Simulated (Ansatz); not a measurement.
Given:

AlGa$_{3}$N$_{4}$:
```
CELL_PARAMETERS angstrom
      3.19519     0.00000     0.00000
     -1.59759     2.76711     0.00000
      0.00000     0.00000    10.38757
ATOMIC_POSITIONS crystal
  Ga 0.66667 0.33333 0.00245
  N  0.66667 0.33333 0.19270
  Ga 0.00000 0.00000 0.25546
  N  0.00000 0.00000 0.44579
  Ga 0.66667 0.33333 0.50891
  N  0.66667 0.33333 0.69978
  Al 0.00000 0.00000 0.75501
  N  0.00000 0.00000 0.93858
```

This is the PBE-relaxed structure. Cartesian axes are those of the cell as given.

**Question.** All from PBE in the plane-wave PAW code Ansatz, unless another level is named. Estimate the formation energy from the elements (no fitted shifts).

**Answer.** -0.66 eV/atom.

**Question.** Next, the hole effective mass, band 2 of 2 at the edge?

**Answer.** 0.20 along x, 3.7 along z (mₑ).

**Question.** Give the valence-band maximum.

**Answer.** at Γ.

Space group P3m1. The start of the workflow was typed in or built on a structure type; neither database checked (COD, Materials Project) lists it. Whether it is the stable phase at ambient conditions was not checked. The PBE relaxation kept the symmetry of its start; whether a distortion lowers the energy is not shown. The references are the lowest solids computed at this level, not always the standard phases (solids in place of the gases). Spin–orbit coupling is left out wherever it is not named.

Potentials: the earlier of the program's two PAW sets.

Edges and masses are those of Kohn–Sham bands, whose gap is no quasiparticle gap.
